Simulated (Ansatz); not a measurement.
**Band structure of Zr**

```
Zr
1.0
     3.23200    0.00000    0.00000
    -1.61600    2.79899    0.00000
     0.00000    0.00000    5.14700
Zr
2
Cartesian
  0.0000 1.8660 1.2868
  1.6160 0.9330 3.8603
```

Atom numbers follow the list: Zr1, Zr2.

The cell comes from COD entry 9008523, which wasn't checked; take it as a given geometry.

All numbers below come from Ansatz 0.2.0, DFT, LDA, all-electron LAPW, scalar-relativistic.

The runs use a Γ-centred 13×13×7 k mesh, Fermi–Dirac smearing of 0.03 eV, basis error target 0.25 meV/atom, no spin polarisation.

Points in fractions of the reciprocal vectors of this cell: Γ (0, 0, 0), M (0.5, 0, 0), K (0.333, 0.333, 0), A (0, 0, 0.5), L (0.5, 0, 0.5), H (0.333, 0.333, 0.5). The path joins them by straight lines in the order Γ–M–K–Γ–A–L–H–A–L; legs that retrace an earlier one aren't tabulated. Energies are in eV from the Fermi level.

(1) List the levels at H between -8 and 1.5 eV.

(2) List the levels at K between -8 and 1.5 eV.

(3) List the levels at L between -8 and 1.5 eV.

(4) What is the band gap?

Results:

(1) -1.48 (×2), -1.28 (×2), -0.02 (×2).

(2) -2.12, -1.36 (×2), -1.13, 0.23 (×2).

(3) -2.89 (×2), -1.08 (×2).

(4) none: bands cross the Fermi level, a metal.
